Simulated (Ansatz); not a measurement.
Start of a relaxation of KP3Ru:

```yaml
crystal:
  lattice:
    - [4.61566, 0.00000, 0.00000]
    - [0.00000, 4.61566, 0.00000]
    - [0.00000, 0.00000, 4.61566]
  atoms:
    - { symbol: K, position: [0.50000, 0.50000, 0.50000] }
    - { symbol: P, position: [0.00000, 0.50000, 0.50000] }
    - { symbol: P, position: [0.50000, 0.50000, 0.00000] }
    - { symbol: P, position: [0.50000, 0.00000, 0.50000] }
    - { symbol: Ru, position: [0.00000, 0.00000, 0.00000] }
```

All numbers below come from DFT PBE, scalar-relativistic, plane waves, PAW in Ansatz 0.2.0. Cutoff 420 eV, Gaussian smearing, Γ-centred meshes. Cell and atoms relax first on a coarse mesh and then on a finer one. In between, the cell is made exact in the group found at 0.06 Å. In metals the finer mesh still leaves noise of several meV/atom or more. The steps can't lower the symmetry of their start. Collinear spin is switched on along the way, since trial moments persisted in a coarse test.

A guess keeps its type if space group and coordination stay and the shape of the cell changes little (axis ratios within about 15 %, angles within 6°); the volume may change.

Task: Does it keep its structure type, or change into something else?

Result: It keeps its type: symmetry leaves only the cell edge free. The symmetry stays Pm-3m (No. 221). The end has the antiperovskite type. The volume per atom grows by 29.6 %, from 19.7 to 25.5 Å³. The shortest distance goes from 2.31 Å (K–P) to 2.52 Å (K–P). Counting neighbours within 15 % of an atom's shortest distance, the start has K 6, P 2, Ru 12 and the end K 6, P 2, Ru 12.

The last run used collinear spin, an 8×8×8 mesh for its 5-atom cell and Gaussian smearing of 0.10 eV. Another magnetic order may lie lower. Symmetry constrained the relaxation, so the result can be a saddle point.
